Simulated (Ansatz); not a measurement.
Data:

Ta2C:
```cif
data_C2Ta4
_chemical_formula_sum 'Ta4 C2'
_space_group_name_H-M_alt 'P 1'
_space_group_IT_number 1
_cell_length_a 3.48586
_cell_length_b 3.48586
_cell_length_c 6.46564
_cell_angle_alpha 90.000
_cell_angle_beta 90.000
_cell_angle_gamma 90.000
loop_
_space_group_symop_operation_xyz
  'x, y, z'
loop_
_atom_site_label
_atom_site_type_symbol
_atom_site_fract_x
_atom_site_fract_y
_atom_site_fract_z
_atom_site_occupancy
Ta1 Ta 0.00000 0.00000 0.00000 1
Ta2 Ta 0.50000 0.50000 0.00000 1
Ta3 Ta 0.50000 0.00000 0.36745 1
Ta4 Ta 0.00000 0.50000 0.63255 1
C1 C 0.50000 0.00000 0.72510 1
C2 C 0.00000 0.50000 0.27490 1
```

This is the PBEsol-relaxed structure.

Problem. All from plane-wave PAW PBEsol (Ansatz code), unless another level is named. Give the electronic character.

Solution. metallic (no gap).

Problem. Give the density of states at the Fermi level.

Solution. 0.37 states/eV per atom (mean over ±0.08 eV).

Problem. Give the formation energy from the elements (no fitted shifts).

Solution. 0.31 eV/atom.

Problem. Give the gap with spin–orbit coupling.

Solution. none (metallic).

Space group P4/nmm. A made-up cell: these elements were put on the sites of a structure type; neither database checked (COD, Materials Project) lists it. COD files the formula under space group No. 164. Whether it is the stable phase at ambient conditions was not checked. The cell was relaxed with PBEsol under the symmetry of its start; whether a distortion lowers the energy is not shown. The run is not spin-polarised. The references are the lowest solids computed at this level, not always the standard phases. Scalar-relativistic: spin–orbit coupling is off unless named, which matters more the heavier the elements.

Potentials: the later of the program's two PAW sets.
